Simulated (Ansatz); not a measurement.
Input and command of a plane-wave DFT calculation in Ansatz:

```yaml
crystal:
  lattice:
    - [1.5821903169, -4.459771701, 0.0]
    - [1.5821903169, 4.459771701, 0.0]
    - [0.0, 0.0, 3.1964696692]
  atoms:
    - { symbol: P, position: [0.1207365775, 0.8792634225, 0.9999965315] }
    - { symbol: P, position: [0.6207365775, 0.3792634225, 0.5000034685] }
    - { symbol: P, position: [0.8792634225, 0.1207365775, 3.4685e-06] }
    - { symbol: P, position: [0.3792634225, 0.6207365775, 0.4999965315] }
basis:
  ecutwfc: 420
kpoints:
  mp_grid: { grid: [14, 14, 14] }
hamiltonian:
  xc: pbesol
  dispersion: d3bj
scf:
  occupations: { method: gaussian, width: 0.1 }
output:
  forces: true
  stress: true
  eigenvalues: true
relax:
  adjacent_minimum: "off"
  f_tol: 0.008
  max_steps: 50
  cell: { stress_tol: 0.08, p_target: 40.0 }
```

```bash
ansatz run input.yaml --threads 1 --pin off --max-ram 2560MiB --backend cpu --events-out ev --progress --plain --runs-dir out
```

Processor: Intel(R) Xeon(R) Platinum 8259CL CPU @ 2.50GHz (Skylake/Cascade Lake), 1 thread, on a host shared with other jobs.

Problem. How long does it run, and how much memory does it take?

Solution. About 4.9 min on 1 thread of Intel(R) Xeon(R) Platinum 8259CL CPU @ 2.50GHz (Skylake/Cascade Lake) (shared host), peak memory 0.62 GiB. It solves 14 bands at 456 k points (the mesh reduced by symmetry) with about 869 plane waves (on the last cell), in 66 SCF iterations over 14 ionic steps.
